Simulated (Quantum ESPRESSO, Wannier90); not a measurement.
SnS2 (I-42d), plane waves to Wannier functions

```
begin unit_cell_cart
ang
    5.9265000000    0.0000000000    0.0000000000
    0.0000000000    5.9265000000    0.0000000000
   -2.9632500000   -2.9632500000    4.9111200000
end unit_cell_cart
begin atoms_frac
Sn   0.2500000000 -0.2500000000  0.5000000000
Sn   0.0000000000  0.0000000000  0.0000000000
S   -0.1197400000 -0.1250000000  0.2500000000
S   -0.3750000000  0.1197400000 -0.2500000000
S    0.3697400000  0.3750000000  0.2500000000
S    0.1250000000 -0.3697400000 -0.2500000000
end atoms_frac
```

Structure: Materials Project mp-1002063, symmetrised, not relaxed again. Not found in the COD (Crystallography Open Database) copy used, which has the formula in other groups; not checked further. Computed values, not measurements, from PBEsol: Quantum ESPRESSO (norm-conserving PseudoDojo potentials, cutoff 58 Ry, spinors with spin-orbit coupling) on a Γ-centred 4×4×4 mesh, then Wannier90. Density: 6×6×6 mesh, cold smearing 0.01 Ry.

Bands 21-28 form an isolated set from -13.08 to -11.01 eV relative to the valence-band maximum (on the path) and are turned into 8 Wannier functions by minimising the spread from the start: atomic waves S 3s.

### Question
Where do the functions sit, how wide are they and what are they made of?

### Answer
```tsv
functions	spread (Å²)	nearest atom, distance (Å)	second atom, distance (Å)	weight on atomic waves
8	1.41	S 0.26	Sn 2.26	S 3s 74 %, Sn 5p 14 %, Sn 5s 9 %
```

Ω_I = 11.21 Å², Ω_total = 11.31 Å²; the interpolated bands follow pw.x to 0.2 meV rms on the path. Only this start was tried; a symmetric start can stop on a saddle, and mixtures of these functions could lower the total by at most Ω_total − Ω_I.
